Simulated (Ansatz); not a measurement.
TaC:
```xyz
2
Lattice="0.0000 2.2377 2.2377 2.2377 0.0000 2.2377 2.2377 2.2377 0.0000" Properties=species:S:1:pos:R:3 pbc="T T T"
Ta     0.0000     0.0000     0.0000
C      2.2377     2.2377     2.2377
```

Relaxed with PBE.

**Question.** List the phonon frequencies at the special points (DFPT on a 5×5×5 q-mesh, Fourier-interpolated; PBE in the plane-wave PAW code Ansatz).

**Answer.** In cm⁻¹; no LO–TO term at Γ, as the run had none.

```tsv
q	frequencies
Γ	0 0 0 539 539 539
X	154 154 175 583 583 619
U	133 156 168 585 605 617
K	133 156 168 585 605 617
L	91 91 155 613 613 677
W	128 167 167 588 588 623
```

Space group Fm-3m (rock salt). The PBE relaxation kept the symmetry of its start; phonons on a q-mesh show no instability. The run is not spin-polarised. As this level gives no gap, phonon frequencies hold no LO–TO term and depend on the k-mesh and smearing (Fermi–Dirac, 0.1 eV here). Spin–orbit coupling is left out wherever it is not named.

Potentials: the later of the program's two PAW sets.
